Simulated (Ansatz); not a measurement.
**Question.** Name crystals whose computed values (plane-wave PAW PBEsol (Ansatz code)) fall in these windows: HSE06 gap (eV) 4.4 to 5.5; Θ_D (K) 460 to 640; G_Hill (GPa) 52 to 63.

**Answer.** 

| crystal | HSE06 gap (eV) | Θ_D (K) | G_Hill (GPa) |
|---|---|---|---|
| NbPO5, P4/nmm (Nb on 2c, P on 2b, O on 8i, O on 2c) | 4.90 | 554 | 58.9 |
Others may fit too.

Standing as an ambient phase not checked: NbPO5, P4/nmm (Nb on 2c, P on 2b, O on 8i, O on 2c). The cell was relaxed under the symmetry of its start. Rows with no word on spin ran without spin polarisation. Scalar-relativistic: spin–orbit coupling is off unless named, which matters more the heavier the elements.

Potentials: the later of the program's two PAW sets.
